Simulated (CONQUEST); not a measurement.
A self-consistent single point of TiO2 (Pm, 6 atoms in the cell; from Materials Project mp-2657, changed as shown) with CONQUEST.

All values come from this method and carry its errors: PBE, numerical atomic orbitals double-zeta with polarisation (the shipped basis), PseudoDojo norm-conserving potentials made for PBE (CONQUEST).

The change in words: atom 3 moved by +0.04 angstrom along x. Reference geometry (P4_2/mnm):
```xyz
6
Lattice="4.5998 0.0000 0.0000 0.0000 4.5998 0.0000 0.0000 0.0000 2.9592" Properties=species:S:1:pos:R:3 pbc="T T T"
Ti     2.2999     2.2999     0.0000
Ti     0.0000     0.0000     1.4796
O      3.2000     3.2000     1.4796
O      1.3998     1.3998     1.4796
O      3.6997     0.9001     0.0000
O      0.9001     3.6997     0.0000
```

Reference input (self-consistent single point, DFT, PBE, numerical atomic orbitals double-zeta with polarisation (the shipped basis), PseudoDojo norm-conserving potentials made for PBE): basis = DZP; Diag.MPMeshX, Y, Z = 5 5 7; potentials = PseudoDojo norm-conserving PBE; Grid.GridCutoff = 140 Ha; DM.SolutionMethod = diagon; Diag.SmearingType = 1; Diag.kT = 0.000735 Ha; Diag.GammaCentred = true; Diag.MPOrder = 0; minE.SCTolerance = 1.0e-06; SC.MaxIters = 100; SC.LinearMixingFactor = 0.3. This run's input differs from it in these lines:

```diff
@@ -37,3 +37,3 @@
     0.000000000     0.000000000     0.500000000  1 T T T
-    0.695680000     0.695680000     0.500000000  2 T T T
+    0.704376000     0.695680000     0.500000000  2 T T T
     0.304320000     0.304320000     0.500000000  2 T T T
```

The program printed (abridged):

```
    PulayMixSC: Starting Pulay mixing, A_up =  0.300 A_dn =  0.300
    PulayMixSC: Spin non-polarised calculation.
          Harris-Foulkes Energy            :      -185.459789449591256 Ha
    PulayMixSC: Pulay iteration     1 residual:              0.10077E-01
          Harris-Foulkes Energy            :      -185.157571530331438 Ha
    PulayMixSC: Pulay iteration     2 residual:              0.27214E-02
          Harris-Foulkes Energy            :      -185.152865346127896 Ha
    PulayMixSC: Pulay iteration     3 residual:              0.13013E-02
          Harris-Foulkes Energy            :      -185.158964638591243 Ha
   [... lines left out ...]
          Harris-Foulkes Energy            :      -185.153177463614156 Ha
    PulayMixSC: Pulay iteration     9 residual:              0.39125E-05
          Harris-Foulkes Energy            :      -185.153177470492466 Ha
    PulayMixSC: Pulay iteration    10 residual:              0.20159E-05
          Harris-Foulkes Energy            :      -185.153177473395175 Ha
    PulayMixSC: Pulay iteration    11 residual:              0.10671E-05
          Harris-Foulkes Energy            :      -185.153177474247343 Ha
    PulayMixSC: Pulay iteration    12 residual:              0.67581E-06
    PulayMixSC: Reached SCF tolerance of  0.67581E-06 after     12 iterations
      | Number of electrons      =        48.000005
      |* Harris-Foulkes energy   =      -185.153177474247343 Ha
      |* DFT total energy        =      -185.153177473960852 Ha

    force: Forces on atoms (Ha/a0)
    force:  Atom   X              Y              Z
    force:     1   0.0013873581   0.0011163962  -0.0000000000
    force:     2  -0.0008303971  -0.0003587684   0.0000000000
    force:     3  -0.0103540389  -0.0046879321   0.0000000000
    force:     4   0.0040352681   0.0037177929  -0.0000000000
    force:     5  -0.0012027250   0.0013328801  -0.0000000000
    force:     6   0.0051195852  -0.0012841281  -0.0000000000

    force: Maximum force :        0.01035404(Ha/a0) on atom         3 in x direction
    force: Force Residual:        0.00569151 Ha/a0
    force: Total stress:         -5.45380514    -0.17018317     0.00000000 GPa
                            -0.17018317    -5.72805699     0.00000000
                             0.00000000     0.00000000    -6.19029012
    force: Average pressure:      5.79071741 GPa

    get_E_and_F: Change in energy during last step of electronic optimisation: -0.85217E-09
```

The run converged in 12 iterations. CONQUEST prints the stress tensor with tension positive. Against the reference run the free energy goes up by 1.8 meV/atom, the pressure goes from 6.07 to 5.79 GPa and the largest force goes from under 0.1 to 0.58 eV/Å.

The program uses no crystal symmetry, so grid and mesh can part values that symmetry would make equal. The atom-centred basis is finite, which shifts total energies, pressures and forces against plane waves. The structure comes from a collection of computed structures, made at another level of theory; the collection holds predicted forms beside known ones.

Cost on one core: roughly 2.6 core-minutes.
